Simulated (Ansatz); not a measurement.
Y2GaNi2:
Space group Immm (No. 71); a = 4.172 Å, b = 5.327 Å, c = 8.258 Å, α = 90.00°, β = 90.00°, γ = 90.00°

| atom | site | symmetry | x | y | z |
|---|---|---|---|---|---|
| Y | 4j | mm2 | 0.0000 | 0.5000 | 0.2015 |
| Ga | 2a | mmm | 0.0000 | 0.0000 | 0.0000 |
| Ni | 4h | m2m | 0.0000 | 0.2330 | 0.5000 |
(The calculation used a cell of 5 atoms; values per cell refer to that cell.)

Relaxed with r²SCAN.

**Question.** Which orbitals make up the states near the Fermi level in r²SCAN in the plane-wave PAW code Ansatz?

**Answer.** Within 0.5 eV of the Fermi level: Y 4d 44 %, Ni 3d 27 %, Ga 4p 18 %. Projections are on Löwdin-orthogonalised atomic valence shells; empty p or d shells of many metals are not among them.

**Question.** Tabulate the density of states.

**Answer.** States/eV per cell of 5 atoms, in 0.25 eV bins, energy from the Fermi level.

```csv
E (eV),total,Ni 3d,Y 4d,Ga 4p
-7.85,0.88,0.02,0.06,0.02
-7.60,1.63,0.04,0.19,0.03
-7.35,1.41,0.05,0.20,0.04
-7.10,1.23,0.06,0.21,0.04
-6.85,1.51,0.10,0.30,0.02
-6.60,0.26,0.02,0.06,0.00
-6.35,0.00,0.00,0.00,0.00
-6.10,0.00,0.00,0.00,0.00
-5.85,0.00,0.00,0.00,0.00
-5.60,0.00,0.00,0.00,0.00
-5.35,0.01,0.00,0.00,0.00
-5.10,0.68,0.05,0.12,0.21
-4.85,1.40,0.09,0.26,0.41
-4.60,2.00,0.15,0.44,0.56
-4.35,1.80,0.19,0.40,0.47
-4.10,1.64,0.24,0.38,0.40
-3.85,0.59,0.11,0.16,0.14
-3.60,1.26,0.25,0.27,0.33
-3.35,3.55,1.13,0.80,0.83
-3.10,4.74,2.06,1.02,0.95
-2.85,6.19,3.65,1.06,0.88
-2.60,8.99,6.52,1.17,0.62
-2.35,8.64,6.84,0.98,0.29
-2.10,16.21,13.59,1.67,0.38
-1.85,17.86,15.55,1.16,0.44
-1.60,6.71,5.44,0.55,0.25
-1.35,6.99,5.83,0.49,0.29
-1.10,4.90,3.62,0.57,0.30
-0.85,4.01,2.13,0.91,0.50
-0.60,3.18,1.29,1.00,0.52
-0.35,3.69,1.32,1.20,0.78
-0.10,3.29,1.06,1.13,0.76
0.15,2.97,0.84,1.23,0.61
0.40,4.91,0.80,3.05,0.49
0.65,2.87,0.49,1.68,0.30
0.90,4.26,0.66,2.47,0.36
1.15,3.91,0.62,2.49,0.22
1.40,4.52,0.68,3.16,0.19
1.65,4.53,0.64,3.06,0.25
1.90,2.66,0.35,1.78,0.17
2.15,2.05,0.25,1.43,0.15
2.40,2.23,0.27,1.61,0.16
2.65,0.79,0.09,0.60,0.05
2.90,1.12,0.12,0.86,0.05
3.15,2.14,0.19,1.67,0.09
3.40,3.45,0.25,2.67,0.13
3.65,3.15,0.17,2.49,0.12
3.90,3.31,0.16,2.54,0.11
4.15,4.57,0.21,3.28,0.14
4.40,4.57,0.19,3.37,0.15
4.65,4.32,0.15,3.11,0.14
```

The first step of the workflow began from a Materials Project structure, measured or hypothetical; the Crystallography Open Database copy checked does not list it. Whether it is the stable phase at ambient conditions was not checked. The r²SCAN relaxation kept the symmetry of its start; whether a distortion lowers the energy is not shown. The run is not spin-polarised. Axis ratios of metals converge slowly with the k-mesh, so a and c are less sure than the volume. Scalar-relativistic: spin–orbit coupling is off unless named, which matters more the heavier the elements.

Potentials: the later of the program's two PAW sets.
